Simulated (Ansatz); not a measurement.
CdSe (wurtzite)

```yaml
crystal:
  lattice:
    - [4.33999, 0.00000, 0.00000]
    - [-2.17000, 3.75854, 0.00000]
    - [0.00000, 0.00000, 7.07803]
  atoms:
    - { symbol: Cd, position: [0.66667, 0.33333, 0.00056] }
    - { symbol: Cd, position: [0.33333, 0.66667, 0.50056] }
    - { symbol: Se, position: [0.66667, 0.33333, 0.62464] }
    - { symbol: Se, position: [0.33333, 0.66667, 0.12464] }
```

The volume is varied about the relaxed value V₀ at fixed cell shape. The atoms relax within the cell's symmetry.

Level of theory: r2SCAN (plane waves to 500 eV, PAW, scalar-relativistic; Ansatz, a quantum-chemistry and plane-wave program). k mesh 9×9×5 (Γ-centred), Fermi-Dirac smearing 0.05 eV. The energy includes the smearing's −TS. Stress and pressure are positive under compression. With the shape held, the modulus is that of even scaling; a crystal free to change shape is softer. CdSe was relaxed with its symmetry unable to fall. ΔE is measured from the relaxed starting cell.

| V (Å³/atom) | ΔE (meV/atom) |
|---|---|
| 27.132 | 18.7 |
| 27.421 | withheld |
| 27.710 | 8.0 |
| 27.998 | 4.4 |
| 28.287 | 1.9 |
| 28.576 | 0.5 |
| 28.864 | 0.0 |
| 29.153 | 0.5 |
| 29.442 | 1.8 |
| 29.730 | 3.9 |
| 30.019 | 6.9 |
| 30.307 | 10.6 |
| 30.596 | 14.9 |

Task: Fit a third-order Birch-Murnaghan form (E₀, V₀, B₀, B₀′ free) to the given rows and predict ΔE at V = 27.421.

Result: Least squares on the 12 given rows: ΔE = E₀ + (9V₀B₀/16)·y²·[2 + (B₀′ − 4)y], y = (V₀/V)^(2/3) − 1, with V₀ = 28.863 Å³/atom, B₀ = 51.30 GPa (160.2 GPa = 1 eV/Å³; the term in eV is multiplied by 1000), B₀′ = 4.69, E₀ = 0.01 meV/atom; root-mean-square residual 0.03 meV/atom. At 27.421 the fit gives 12.7 meV/atom; the calculation gives 12.7 meV/atom, the same to the digits shown. For the pressure the fit gives 2.97 GPa against the computed 2.96 GPa.

(A scan under strain: stresses follow from slopes of the energy per volume, elastic moduli from its curvatures.)
